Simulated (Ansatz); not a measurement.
MoW:
```
MoW
1.0
    3.16016     0.00000     0.00000
    0.00000     3.16016     0.00000
    0.00000     0.00000     3.16016
Mo W
1 1
Cartesian
  0.00000   0.00000   0.00000
  1.58008   1.58008   1.58008
```

Relaxed with r²SCAN. Special points in fractions of this cell's reciprocal vectors: Γ (0.000, 0.000, 0.000); X (0.000, 0.500, 0.000); M (0.500, 0.500, 0.000); R (0.500, 0.500, 0.500).

Problem. List the band energies nearest the Fermi level at these points for plane-wave PAW r²SCAN with spin–orbit coupling (Ansatz code).

Solution. In eV from the Fermi level; about four levels below and three above (degenerate sets whole), none deeper than 8.9 eV; points with the same levels are listed once.

```tsv
k	below	above
Γ	-1.47 -1.47 -1.47 -1.47 -1.16 -1.16	2.22 2.22 2.22 2.22
X	-0.65 -0.65 -0.28 -0.28	0.87 0.87 1.51 1.51
M	-3.70 -3.70 -3.61 -3.61	0.62 0.62 1.32 1.32
R	-2.86 -2.86 -2.86 -2.86 -2.85 -2.85	2.72 2.72 2.72 2.72
```

Space group Pm-3m (CsCl type). The start of the workflow was typed in or built on a structure type; neither database checked (COD, Materials Project) lists it. Its standing as an ambient phase is unchecked. The r²SCAN relaxation kept the symmetry of its start; whether a distortion lowers the energy is not shown. No spin polarisation was allowed.

Potentials: the later of the program's two PAW sets.
